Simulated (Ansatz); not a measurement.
Ag (A15 (β-W type), Pm-3n), a = b = c = 5.162 Å, α = β = γ = 90.00°.

Relaxed with PBEsol.

Q: Decompose the optical modes at the zone centre into irreducible representations, and say which are infrared and Raman allowed.

A: Point group m-3m: Γ_opt = A2g + Eg + T1g + 2T1u + T2g + 2T2u. Infrared: T1u. Raman: Eg, T2g.

Q: Assign frequencies (DFPT, the program Ansatz at the PBEsol level (PAW)).

A: T2u 47, T2g 49, T1g 51, T1u 61, T1u 130, T2u 142, A2g 252, Eg 254 cm⁻¹.

The start of the workflow was typed in or built on a structure type; neither database checked (COD, Materials Project) lists it. It is not the phase usual at ambient conditions (space group No. 225). Symmetry was held in the PBEsol relaxation. At this level the phase is mechanically unstable. The run is not spin-polarised. As this level gives no gap, phonon frequencies hold no LO–TO term and depend on the k-mesh and smearing (Fermi–Dirac, 0.1 eV here).

Potentials: the later of the program's two PAW sets.
